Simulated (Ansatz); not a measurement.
### Question
Name crystals whose computed values (plane-wave PAW r²SCAN (Ansatz code)) fall in these windows: gap (eV) 2.1 to 3.0; HSE06 gap (eV) 2.9 to 3.8; B₀ by P(V) fit (GPa) 17 to 24.

### Answer


| crystal | gap (eV) | HSE06 gap (eV) | B₀ by P(V) fit (GPa) |
|---|---|---|---|
| Rb2ScInCl6, Fm-3m (Rb on 8c, Sc on 4a, In on 4b, Cl on 24e) | 2.63 | 3.47 | 20.4 |
Others may fit too.

Standing as an ambient phase not checked: Rb2ScInCl6, Fm-3m (Rb on 8c, Sc on 4a, In on 4b, Cl on 24e). The cell was relaxed under the symmetry of its start. Rows with no word on spin ran without spin polarisation. Spin–orbit coupling is left out wherever it is not named.

Potentials: the later of the program's two PAW sets.
